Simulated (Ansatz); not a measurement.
MgH₂:
Space group P4₂/mnm (No. 136); a = 4.517 Å, b = 4.517 Å, c = 3.013 Å, α = 90.00°, β = 90.00°, γ = 90.00°

```csv
atom,site,symmetry,x,y,z
Mg,2a,m.mm,0.0000,0.0000,0.0000
H,4f,m.2m,0.3044,0.3044,0.0000
```

Relaxed at zero pressure with the program Ansatz at the PBE level (PAW).

### Question
The volume is raised by 6 % and shape and atoms relax at that volume. What pressure results, and how do the axes share the change?

### Answer
-2.5 GPa; a 2.4 %, b 2.4 %, c 1.1 %; the energy rises by 5 meV/atom.

### Question
Give the new structure.

### Answer

Space group P4₂/mnm (No. 136); a = 4.6253 Å, b = 4.6253 Å, c = 3.0461 Å, α = 90.00°, β = 90.00°, γ = 90.00°

```
atom  site  symmetry       x       y       z
----  ----  --------  ------  ------  ------
Mg      2a      m.mm  0.0000  0.0000  0.0000
H       4f      m.2m  0.3049  0.3049  0.0000
```

The phase is kept; no other phase was compared at this pressure.

Space group P4_2/mnm (rutile). The PBE relaxation kept the symmetry of its start; phonons on a q-mesh show no instability.

Potentials: the later of the program's two PAW sets.
